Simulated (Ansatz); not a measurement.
GaAs (zinc blende) is sheared across one {111} plane, glide cut: the third cell vector gains the shift, so faults repeat every 9.8 Å. The cut lies between planes 0.82 Å apart; the cell height is held.

```
GaAs
1.0
    4.00696     0.00000     0.00000
    2.00348     3.47013     0.00000
    0.00000     0.00000     9.81502
As Ga
3 3
Direct
  0.66667   0.66667   0.04167
  0.33333   0.33333   0.37500
  0.00000   0.00000   0.70833
  0.00000   0.00000   0.95833
  0.66667   0.66667   0.29167
  0.33333   0.33333   0.62500
```

In-plane vectors a = (4.007, 0.000) Å, b = (2.003, 3.470) Å, area 13.90 Å². The shift is s times the vector a + b (length 6.940 Å), so s = 1 restores the start. Atoms relax along the normal only. γ = [E(shift) − E(0)] / area.

Calculation: r2SCAN (plane waves to 500 eV, PAW, scalar-relativistic; Ansatz, an electronic-structure program). k mesh 8×8×3 (Γ-centred), Fermi-Dirac smearing 0.05 eV. E is the zero-smearing estimate. Some relaxations began with atoms very close together and may have settled on another branch. As the smearing reaches across the gap at some points, the k mesh leaves noise in γ, roughly 0.02 J/m² as judged from a few cases. Faults lie only 9.8 Å apart, and holding the cell height raises γ above its relaxed value. GaAs was relaxed with its symmetry unable to fall. γ is measured from zero shift. The last digit holds for this mesh only.

```csv
s,γ (J/m²)
0.000,0.00
0.083,1.80
0.167,4.21
0.250,5.34
0.333,5.69
0.417,5.34
0.500,4.21
0.583,1.83
0.667,0.05
0.750,0.88
0.833,1.37
0.917,withheld
```

**Question.** Fit a Fourier form (three harmonics of 1 − cos and sin) to the given rows and predict γ at s = 0.917.

**Answer.** Least squares on the 11 given rows: γ = (1.423)·[1 − cos(2πs)] + (2.368)·sin(2πs) + (0.495)·[1 − cos(4πs)] + (-0.724)·sin(4πs) + (0.681)·[1 − cos(6πs)] + (0.058)·sin(6πs), in J/m²; root-mean-square residual 0.088 J/m². At 0.917 the fit gives 0.50 J/m²; the calculation gives 0.85 J/m², so the interpolation is off by -0.35 (-41.2 %). 

(The slope of γ gives the shear force per area between the displaced halves; near zero shift its curvature is an elastic stiffness.)
